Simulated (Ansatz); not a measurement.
ZnAg (CsCl type)

```
ZnAg
1.0
    3.07686     0.00000     0.00000
    0.00000     3.07686     0.00000
    0.00000     0.00000     3.07686
Zn Ag
1 1
Cartesian
  1.53843   1.53843   1.53843
  0.00000   0.00000   0.00000
```

The slice is a {110} plane (indices of the conventional cell) through the point (0.000, 0.000, 0.000) (fractional), spanned by u = [100] and v = [011] in vectors of this cell: u (3.08 Å) and v (4.35 Å, at 90° to u). It covers one period; positions are fractions (u, v).

Level of theory: LDA (plane waves to 420 eV, PAW, scalar-relativistic; Ansatz, a program for electronic structure). k mesh 15×15×15. Near the nuclei the fields are pseudised (PAW); where an atom keeps semicore shells as valence, they peak there. ZnAg was relaxed with its symmetry unable to fall.

**Question.** What is the ELF at the density minimum of the shortest Zn–Ag line in this plane (2.66 Å)?

**Answer.** 0.2.

**Question.** What is the valence density on the shortest Zn–Ag line in this plane (2.66 Å), at its minimum between the atoms?

**Answer.** 0.27 e/Å³.

**Question.** Sketch the electron localisation function (ELF) on this plane as a map.

**Answer.** 
```
|xxx952222259xx|
|xx97422222479x|
|98742233322478|
|55432333332345|
|22223222223222|
|22332222222332|
|33322200022233|
|332220xxx02223|
|33221xxxxx1223|
|33220xxxxx0223|
|33221xxxxx1223|
|332220xxx02223|
|33322200022233|
|22332222222332|
|22223222223222|
|55432333332345|
|98742233322478|
|xx97422222479x|
|xxx952222259xx|
|xxx952222259xx|
```
Scale: ten equal steps from 0.09 (start of '0') to 0.54 (end of '9'), in the order '0123456789'. Values: electron localisation function (ELF). The map has 14 points along u (one character each, u = 0 at the left) and 20 along v (v = 0 in the bottom row). Points within 0.5 Å of a nucleus are blanked (x), as the pseudised field means little there.
